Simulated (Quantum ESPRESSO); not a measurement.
BN has the hexagonal space group P6₃/mmc (No. 194), Pearson symbol hP4. Cell: a = 2.5054 Å, b = 2.5054 Å, c = 6.6103 Å, α = 90.00°, β = 90.00°, γ = 120.00°. B on 2c sees 3 N at 1.446 Å (trigonal planar). N on 2d has 3 B at 1.446 Å (trigonal planar). (Neighbours: up to the widest gap in distance over summed covalent radii, below 1.35, at either atom.)

Cell and atoms were relaxed with PBE+D3(BJ) from Materials Project entry mp-984, within its symmetry.

Task: What does PBE (pw.x of Quantum ESPRESSO, ONCV potentials, no spin-orbit coupling) give for the electronic structure near the Fermi level?

Result: The PBE gap is indirect, 4.26 eV, from 6 % of the way from K to Γ to M; the smallest direct gap is 4.66 eV. Another valence extremum on the path lies within 0.02 eV, too close to call.
